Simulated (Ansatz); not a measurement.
**Relaxing an invented SrSb4O10 structure**

Computed with Ansatz 0.2.0, DFT PBE, scalar-relativistic, plane waves, PAW. Cutoff 420 eV, Gaussian smearing, Γ-centred meshes. Cell and atoms relax first on a coarse mesh and then on a finer one. In between, the cell is made exact in the group found at 0.06 Å. In metals the finer mesh still leaves noise of several meV/atom or more. The steps can't lower the symmetry of their start. No spin polarisation.

The cell of SrSb4O10 is invented: 5-connected net, bridging atoms on its edges, guests in its cages (P4/mmm, No. 123) (guest Sr). Its size is a rough estimate.

```yaml
crystal:
  lattice:
    - [9.37901, 0.00000, 0.00000]
    - [0.00000, 9.37901, 0.00000]
    - [0.00000, 0.00000, 3.88612]
  atoms:
    - { symbol: Sr, position: [0.00000, 0.00000, 0.50000] }
    - { symbol: Sb, position: [0.20704, 0.50000, 0.00000] }
    - { symbol: Sb, position: [0.79296, 0.50000, 0.00000] }
    - { symbol: Sb, position: [0.50000, 0.20704, 0.00000] }
    - { symbol: Sb, position: [0.50000, 0.79296, 0.00000] }
    - { symbol: O, position: [0.20704, 0.50000, 0.50000] }
    - { symbol: O, position: [0.00000, 0.50000, 0.00000] }
    - { symbol: O, position: [0.35352, 0.35352, 0.00000] }
    - { symbol: O, position: [0.35352, 0.64648, 0.00000] }
    - { symbol: O, position: [0.79296, 0.50000, 0.50000] }
    - { symbol: O, position: [0.64648, 0.35352, 0.00000] }
    - { symbol: O, position: [0.64648, 0.64648, 0.00000] }
    - { symbol: O, position: [0.50000, 0.20704, 0.50000] }
    - { symbol: O, position: [0.50000, 0.00000, 0.00000] }
    - { symbol: O, position: [0.50000, 0.79296, 0.50000] }
```

The zero of energy is the elements' standard structures at the same level (O₂ as a molecule); no fitted shifts are applied.

Problem. Where does the relaxation end?

Solution. The symmetry stays P4/mmm (No. 123). The volume per atom shrinks by 24.8 %, from 22.8 to 17.1 Å³. The shortest distance goes from 1.94 Å (Sb–O) to 1.87 Å (Sb–O). The ratio c/a of the conventional cell changes by a factor of 1.16. The energy falls by about 0.22 eV/atom (the start's value is from the coarse mesh). Conventional cell: a = 8.125 Å, c = 3.896 Å. Around Sr lie 8 O at 3.43 Å and 2 Sr at 3.90 Å; around Sb lie 3 O at 1.87–1.95 Å and 2 O at 2.07 Å; O on a site of symmetry m2m has 2 Sb at 1.95 Å; around O on a site of symmetry mmm lie 2 Sb at 1.87 Å; O on a second site of symmetry m2m has 2 Sb at 2.07 Å, 6 O at 2.84–2.87 Å and 2 Sr at 3.43 Å.

```xyz
15
Lattice="8.1245 0.0000 0.0000 0.0000 8.1245 0.0000 0.0000 0.0000 3.8964" Properties=species:S:1:pos:R:3 pbc="T T T"
Sr    0.0000    0.0000    1.9482
Sb    1.8654    4.0623    0.0000
Sb    6.2591    4.0623    0.0000
Sb    4.0623    1.8654    0.0000
Sb    4.0623    6.2591    0.0000
O     1.9651    4.0623    1.9482
O     0.0000    4.0623    0.0000
O     1.9970    1.9970    0.0000
O     1.9970    6.1275    0.0000
O     6.1595    4.0623    1.9482
O     6.1275    1.9970    0.0000
O     6.1275    6.1275    0.0000
O     4.0623    1.9651    1.9482
O     4.0623    0.0000    0.0000
O     4.0623    6.1595    1.9482
```

Problem. How does it come out in energy, and is it a metal?

Solution. The formation energy is −1.02 eV/atom and the gap on the 6×6×10 mesh of the 15-atom cell is 0 eV (a metal).

It lies below the elements, which doesn't yet make it stable against other compounds or structures.

The last run used Gaussian smearing of 0.10 eV. These runs have no spin–orbit coupling, which can matter for Sb. A structure relaxed within its symmetry needn't be a true minimum.
